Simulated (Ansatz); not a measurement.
Input file for Ansatz (a program for electronic structure):

Ansatz 0.2 input:
```yaml
crystal:
  lattice:
    - [4.2965650926, 0.0, 0.0]
    - [-2.1482825463, 3.7209345192, 0.0]
    - [0.0, 0.0, 5.4997992574]
  atoms:
    - { symbol: Sn, position: [0.6666666667, 0.3333333333, 0.75] }
    - { symbol: Sn, position: [0.3333333333, 0.6666666667, 0.25] }
    - { symbol: Au, position: [0.0, 0.0, 0.5] }
    - { symbol: Au, position: [0.0, 0.0, 0.0] }
kpoints:
  mp_grid: { grid: [19, 19, 13] }
hamiltonian:
  xc: lda
  pseudopotentials: { kind: paw }
scf:
  occupations: { method: fermi_dirac, width: 0.1 }
elastic: { mode: relaxed_ion, stencil: two_point, amplitude: 0.005, f_tol: 0.0005 }
```

Output (shortened):

```
Pseudopotential: Sn, paw, valence charge 14
Pseudopotential: Au, paw, valence charge 19
Functional definition: SPW92
Crystal: 4 atoms, lattice volume = 87.927 Å³
Basis set: ecut = 420 eV, 1729 PW (Γ)
Bands: 40, of which v1, the nominal top of the filled ones, is band 33 counted from 1 (32 counted from 0)
Symmetry: 24 space group operations
Space group: P63/mmc (ITA 194), of the structure as read, at distance tolerance 4.4e-5 Å
k-points: 280 of 4693
SCF 1 converged in 9 iterations: F = -37489.813349 eV  dr2 = 2.33e-14
Crystal: 4 atoms, lattice volume = 87.487 Å³
Basis set: ecut = 420 eV, 1725 PW (Γ)
Symmetry: 8 space group operations
k-points: 700 of 4693
SCF 2 converged in 11 iterations: F = -37489.812693 eV  dr2 = 8.92e-16
relax step   1: F+E_penalty+E_count = -37489.81269303 eV  Δ(F+E_penalty+E_count) = +0.000e0 eV  max|allowed force component| = 2.957e-2 eV/Å  Δτ_max = 0.0000 Å  (11 SCF iters, accepted)
Crystal: 4 atoms, lattice volume = 87.487 Å³
SCF 3 converged in 8 iterations: F = -37489.812772 eV  dr2 = 1.43e-14
relax step   2: F+E_penalty+E_count = -37489.81277241 eV  Δ(F+E_penalty+E_count) = -7.938e-5 eV  max|allowed force component| = 2.077e-2 eV/Å  Δτ_max = 0.0088 Å  (8 SCF iters, accepted)
Crystal: 4 atoms, lattice volume = 87.487 Å³
SCF 4 converged in 7 iterations: F = -37489.812848 eV  dr2 = 3.24e-14
relax step   3: F+E_penalty+E_count = -37489.81284759 eV  Δ(F+E_penalty+E_count) = -7.519e-5 eV  max|allowed force component| = 1.250e-4 eV/Å  Δτ_max = 0.0036 Å  (7 SCF iters, accepted)
Crystal: 4 atoms, lattice volume = 87.487 Å³
SCF 5 converged in 2 iterations: F = -37489.812848 eV  dr2 = 1.33e-14
Crystal: 4 atoms, lattice volume = 88.366 Å³
Basis set: ecut = 420 eV, 1741 PW (Γ)
SCF 6 converged in 11 iterations: F = -37489.812043 eV  dr2 = 1.72e-15
relax step   1: F+E_penalty+E_count = -37489.81204288 eV  Δ(F+E_penalty+E_count) = +0.000e0 eV  max|allowed force component| = 2.781e-2 eV/Å  Δτ_max = 0.0000 Å  (11 SCF iters, accepted)
Crystal: 4 atoms, lattice volume = 88.366 Å³
SCF 7 converged in 8 iterations: F = -37489.812184 eV  dr2 = 9.01e-15
relax step   2: F+E_penalty+E_count = -37489.81218435 eV  Δ(F+E_penalty+E_count) = -1.415e-4 eV  max|allowed force component| = 1.380e-3 eV/Å  Δτ_max = 0.0049 Å  (8 SCF iters, accepted)
Crystal: 4 atoms, lattice volume = 88.366 Å³
SCF 8 converged in 5 iterations: F = -37489.812185 eV  dr2 = 5.65e-14
relax step   3: F+E_penalty+E_count = -37489.81218470 eV  Δ(F+E_penalty+E_count) = -3.519e-7 eV  max|allowed force component| = 8.225e-6 eV/Å  Δτ_max = 0.0003 Å  (5 SCF iters, accepted)
Crystal: 4 atoms, lattice volume = 88.366 Å³
SCF 9 converged in 2 iterations: F = -37489.812185 eV  dr2 = 1.43e-14
Crystal: 4 atoms, lattice volume = 87.487 Å³
SCF 10 converged in 8 iterations: F = -37489.811776 eV  dr2 = 4.87e-14
Crystal: 4 atoms, lattice volume = 88.366 Å³
SCF 11 converged in 6 iterations: F = -37489.812391 eV  dr2 = 2.55e-14
Crystal: 4 atoms, lattice volume = 87.926 Å³
Symmetry: 4 space group operations
k-points: 1240 of 4693
SCF 12 converged in 9 iterations: F = -37489.813135 eV  dr2 = 8.28e-14
relax step   1: F+E_penalty+E_count = -37489.81313457 eV  Δ(F+E_penalty+E_count) = +0.000e0 eV  max|allowed force component| = 2.651e-4 eV/Å  Δτ_max = 0.0000 Å  (9 SCF iters, accepted)
Crystal: 4 atoms, lattice volume = 87.926 Å³
SCF 13 converged in 3 iterations: F = -37489.813135 eV  dr2 = 4.30e-16
Crystal: 4 atoms, lattice volume = 87.926 Å³
SCF 14 converged in 9 iterations: F = -37489.813135 eV  dr2 = 8.31e-14
relax step   1: F+E_penalty+E_count = -37489.81313457 eV  Δ(F+E_penalty+E_count) = +0.000e0 eV  max|allowed force component| = 2.651e-4 eV/Å  Δτ_max = 0.0000 Å  (9 SCF iters, accepted)
Crystal: 4 atoms, lattice volume = 87.926 Å³
SCF 15 converged in 3 iterations: F = -37489.813135 eV  dr2 = 4.40e-16
SCF converged after 9 iterations
Free energy (F): -37489.813349 eV
Harris-Foulkes:  -37489.813349 eV  (|F-HF|=1.46e-11)
Internal energy: -37489.769259 eV  (E = F + TS)
E sigma→0 (E₀):  -37489.791304 eV
Entropy (-TS):   -0.044090 eV (-11.022 meV/atom)
Fermi energy:    14.550897 eV
--- Per-component energies (eV) ---
  E_band       = -741.408119
  E_kinetic    = 1588.755872
  E_local      = -6224.808402  (includes V_loc(G=0)·N_el)
  E_nonlocal   = 103.353417
  E_hartree    = 2993.424451
  E_xc         = -1213.772164
  E_vxc        = -750.405094  (∫ρ·V_xc dr)
  E_paw        = -26836.671487  (= ΣΔE_a)
  E_vpaw       = -1445.155288  (= ΣTr[D̂ρ^β])
  E_aug_tail   = 0.002481  (compensation charges beyond the density's cutoff)
  E_ewald      = -7901.948658
  E_core_change = 1.895232  (= ΣΔE_core)
  E_smearing   = -0.044090  (= −TS)
  E_closure    = 0.000000  (closes the sum)
  Σ components = -37489.813349   (vs F -37489.813349, Δ=0.00e0)
--- Forces (eV/Å), atoms counted from 1 ---
  atom   1  Sn     0.00000000     0.00000000     0.00000000
  atom   2  Sn     0.00000000     0.00000000     0.00000000
  atom   3  Au     0.00000000     0.00000000     0.00000000
  atom   4  Au     0.00000000     0.00000000     0.00000000
  max |Σ_I F_I| component: 4.63e-18 eV/Å
--- Stress (GPa, compression-positive) ---
       -0.123067       0.000000       0.000000
        0.000000      -0.123067       0.000000
        0.000000       0.000000       0.102667
  P = ⅓ Tr σ = -0.0478 GPa (-0.478 kbar)
--- Band table (eV; the first three rows and the last of 280) ---
  k-point 0: bands = ["-91.9676", "-91.9593", "-43.4007", "-43.2754", "-43.2754", "-43.2571", "-43.2571", "-43.1987", "-6.9762", "-6.9762", "-6.9564", "-6.9564", "-6.9480", "-6.9480", "-6.9307", "-6.9121", "-6.9056", "-6.9056", "3.3520", "7.6674", "7.9576", …
  k-point 1: bands = ["-91.9675", "-91.9594", "-43.3978", "-43.2752", "-43.2752", "-43.2574", "-43.2574", "-43.2016", "-6.9759", "-6.9759", "-6.9566", "-6.9566", "-6.9474", "-6.9474", "-6.9304", "-6.9123", "-6.9063", "-6.9063", "3.3855", "7.4874", "7.7069", …
  k-point 2: bands = ["-91.9671", "-91.9597", "-43.3893", "-43.2744", "-43.2744", "-43.2582", "-43.2582", "-43.2104", "-6.9750", "-6.9750", "-6.9574", "-6.9574", "-6.9457", "-6.9457", "-6.9295", "-6.9130", "-6.9082", "-6.9082", "3.4857", "6.9177", "7.8239", …
  k-point 279: bands = ["-91.9639", "-91.9629", "-43.3124", "-43.2880", "-43.2679", "-43.2678", "-43.2656", "-43.2656", "-6.9544", "-6.9538", "-6.9514", "-6.9460", "-6.9441", "-6.9433", "-6.9412", "-6.9383", "-6.9003", "-6.9002", "6.2342", "6.2376", "8.5088", …
--- Elastic constants: 3 strain directions × 2 members + reference (group order 24) ---
  dense FFT box of the reference and of every strained cell: 30×30×40
  strains applied: 11, 33, 23; error gains …
  C = ∂σ_k/∂η_j (tension-positive GPa; Voigt order 11 22 33 23 13 12):
       121.170     88.833     71.110      0.000      0.000      0.000
        88.833    121.170     71.110      0.000      0.000      0.000
        71.337     71.337    184.274      0.000      0.000      0.000
         0.000      0.000      0.000     31.076      0.000      0.000
         0.000      0.000      0.000      0.000     31.076      0.000
         0.000      0.000      0.000      0.000      0.000     16.168
  reference stress σ⁰ (GPa):      0.123      0.123     -0.103      0.000      0.000      0.000
  moduli (Voigt/Reuss/Hill, GPa): K = 98.80/97.23/98.01   G = 28.69/23.94/26.32   E = 72.46   ν = 0.377
  mechanically stable: yes (min eigenvalue of sym C = 16.17 GPa)
  strain η (Voigt 11):  stress-route row diagonal C_11 = 121.17 GPa, energy-path curvature d²(F+E_count+ΔE)/dδ²/Ω₀ = 121.18 GPa
         δ    σ_11 (GPa)             F (eV)   n_scf  n_hpsi   n_pw
    -5.000e-3      -0.4898      -37489.8128476       2  236325   1729   relax 3 steps, max|allowed force component| 1.25e-4 eV/Å
     5.000e-3       0.7219      -37489.8121847       2  234512   1748   relax 3 steps, max|allowed force component| 8.22e-6 eV/Å
  strain η (Voigt 33):  stress-route row diagonal C_33 = 184.27 GPa, energy-path curvature d²(F+E_count+ΔE)/dδ²/Ω₀ = 184.24 GPa
         δ    σ_33 (GPa)             F (eV)   n_scf  n_hpsi   n_pw
    -5.000e-3      -1.0514      -37489.8117761       8  208351   1729   relax 0 steps, max|allowed force component| 2.02e-17 eV/Å
     5.000e-3       0.7913      -37489.8123913       6  190431   1752   relax 0 steps, max|allowed force component| 2.78e-17 eV/Å
  strain η (Voigt 23):  stress-route row diagonal C_44 = 31.08 GPa, energy-path curvature d²(F+E_count+ΔE)/dδ²/Ω₀ = 31.07 GPa
         δ    σ_23 (GPa)             F (eV)   n_scf  n_hpsi   n_pw
    -5.000e-3      -0.1554      -37489.8131346       3  595075   1737   relax 1 steps, max|allowed force component| 2.65e-4 eV/Å
     5.000e-3       0.1554      -37489.8131346       3  595416   1737   relax 1 steps, max|allowed force component| 2.65e-4 eV/Å
```

Cost: very roughly 27 core-minutes on shared cores.

Space group P6_3/mmc (NiAs type). The first step of the workflow began from a Materials Project structure, measured or hypothetical; the Crystallography Open Database files this formula in space group No. 194, but the cells were not matched. Its standing as an ambient phase is unchecked. The cell was relaxed with LDA under the symmetry of its start; of distortions, only those at the zone centre were tested. As this level gives no gap, shear constants depend on the k-mesh and smearing (Fermi–Dirac, 0.1 eV here). Axis ratios of metals converge slowly with the k-mesh, so a and c are less sure than the volume. Spin–orbit coupling is left out wherever it is not named.

Potentials: the later of the program's two PAW sets.

Ansatz is a plane-wave DFT program.
